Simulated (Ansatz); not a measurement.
AlN:
```xyz
2
Lattice="2.6721 0.0000 0.0000 0.0000 2.6721 0.0000 0.0000 0.0000 4.2498" Properties=species:S:1:pos:R:3 pbc="T T T"
Al     1.3361     1.3361     0.0000
N      0.0000     0.0000     0.0000
```

Relaxed with r²SCAN. Special points in fractions of this cell's reciprocal vectors: Γ (0.000, 0.000, 0.000); X (0.000, 0.500, 0.000); M (0.500, 0.500, 0.000); Z (0.000, 0.000, 0.500); R (0.000, 0.500, 0.500); A (0.500, 0.500, 0.500).

**Question.** List the band energies nearest the valence-band maximum at these points for plane-wave PAW r²SCAN (Ansatz code).

**Answer.** In eV from the valence-band maximum; about four levels below and three above (degenerate sets whole), none deeper than 8.9 eV; … stands for higher levels left out; points with the same levels are listed once.

```
k              below        above
-  -----------------  -----------
Γ  -3.82 -1.07 -1.07  0.85 9.22 …
X  -7.72 -1.68 -0.67  5.18 5.54 …
M   -5.95 -5.95 0.00  3.67 9.83 …
Z  -5.03 -1.05 -1.05  5.12 5.22 …
R  -7.60 -2.26 -0.66  2.40 9.52 …
A  -5.89 -5.89 -0.29  4.65 7.07 …
```

Space group P4/mmm. The cell is a constructed one: a structure type filled with these elements; neither database checked (COD, Materials Project) lists it. It is not the phase usual at ambient conditions (space group No. 186, 216). The cell was relaxed with r²SCAN under the symmetry of its start. At this level the phase is mechanically unstable. A crystal of weakly bound layers computed without a dispersion correction: the cell and the soft elastic constants depend strongly on that.

Potentials: the later of the program's two PAW sets.
